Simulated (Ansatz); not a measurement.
Pr₂F₃ (P4/mmm)

Method: DFT PBE, scalar-relativistic, plane waves, PAW, and for the lanthanide a 4f-in-core norm-conserving potential, in Ansatz 0.2.0.

Cutoff 660 eV; k points 12×12×6 on the computed 5-atom cell (Γ-centred); Gaussian smearing, width 0.10 eV; no spin polarisation.

The structure is relaxed at this level of theory with its symmetry kept, and needn't be the ground state of this composition.

```xyz
5
Lattice="3.3913 0.0000 0.0000 0.0000 3.3913 0.0000 0.0000 0.0000 7.7834" Properties=species:S:1:pos:R:3 pbc="T T T"
Pr    1.6957    1.6957    1.7306
Pr    1.6957    1.6957    6.0529
F     0.0000    0.0000    2.5210
F     0.0000    0.0000    5.2624
F     0.0000    0.0000    0.0000
```

| Item | Value |
| --- | --- |
| Space group | P4/mmm (No. 123) |
| Volume per atom | 17.90 Å³ |
| Kohn–Sham band gap | none (metal) |
| Density of states at the Fermi level | 2.8 states/eV per cell |

Spin-orbit coupling is left out, which matters for the bands of heavy elements.

Another cell of Pr2F3 relaxed alike, in P-4m2, lies 300 meV/atom lower, so this cell isn't the stable form at this level.

The cell was found from a structure generator's guess, not taken from experiment.

The lanthanide is trivalent by construction, without f bands, f moments or other valences.
